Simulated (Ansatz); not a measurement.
Relax this structure to zero stress and force, keeping its symmetry:

```cif
data_structure
_symmetry_space_group_name_H-M 'Pm-3m'
_symmetry_Int_Tables_number 221
_cell_length_a 2.9900
_cell_length_b 2.9900
_cell_length_c 2.9900
_cell_angle_alpha 90.000
_cell_angle_beta 90.000
_cell_angle_gamma 90.000
_cell_volume 26.73
loop_
_atom_site_label
_atom_site_type_symbol
_atom_site_symmetry_multiplicity
_atom_site_Wyckoff_symbol
_atom_site_fract_x
_atom_site_fract_y
_atom_site_fract_z
_atom_site_occupancy
V1 V 1 b 0.50000 0.50000 0.50000 1
Ru1 Ru 1 a 0.00000 0.00000 0.00000 1
```

Theory: DFT PBEsol, scalar-relativistic, plane waves, PAW in Ansatz 0.2.0.

Settings: cutoff 420 eV, Γ-centred mesh 14×14×14 on the computed 2-atom cell, Gaussian smearing of 0.10 eV; collinear spin from starting moments 0.19 0 μB.

Problem. What does it relax to?

Solution. The volume drops by 0.25 Å³/atom to 13.11 Å³/atom, and the energy falls by 3.8 meV/atom. The cell ends with a moment of 0.30 μB (only this magnetic start was tried). Final structure:
```cif
data_structure
_symmetry_space_group_name_H-M 'Pm-3m'
_symmetry_Int_Tables_number 221
_cell_length_a 2.9712
_cell_length_b 2.9712
_cell_length_c 2.9712
_cell_angle_alpha 90.000
_cell_angle_beta 90.000
_cell_angle_gamma 90.000
_cell_volume 26.23
loop_
_atom_site_label
_atom_site_type_symbol
_atom_site_symmetry_multiplicity
_atom_site_Wyckoff_symbol
_atom_site_fract_x
_atom_site_fract_y
_atom_site_fract_z
_atom_site_occupancy
V1 V 1 b 0.50000 0.50000 0.50000 1
Ru1 Ru 1 a 0.00000 0.00000 0.00000 1
```

Cost: 1 run of about 0.75 core-minutes, on Arm Neoverse V2 (shared hosts).